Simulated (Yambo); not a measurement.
A free-standing WS2 monolayer (symmetry P-6m2, slab cell 16.1 Å high), G0W0@LDA in Yambo; all else as in the reference (9×9×1 Γ-centred k mesh, bands 2 to 104 and a 7 Ry block in the screening, 104 bands in G with the Bruneval-Gonze terminator, plasmon pole fitted at 27.2 eV, slab-truncated Coulomb interaction, stochastic integration of W near q = 0). One parameter is varied: the cutoff of the exchange sum, over 5, 10, 20, 40, 70 Ry.

Q: From which value on does the gap K → K stay within 0.05 eV of the largest setting?

A: From 20 Ry on.
```tsv
cutoff of the exchange sum (Ry)	G0W0 gap (eV)	valence shift (eV)
5	3.42	1.60
10	3.13	0.59
20	3.00	0.02
40	2.97	-0.06
70	2.97	-0.06
```
The last step of the sweep still moves the gap by 1 meV; the other settings are held fixed.

Spin-orbit coupling is not included.

Geometry relaxed with LDA; primitive cell a = 3.1231 Å, b = 3.1231 Å, c = 16.1000 Å, α = 90.00°, β = 90.00°, γ = 120.00°.

A shift is the quasiparticle energy of the state minus its LDA energy.
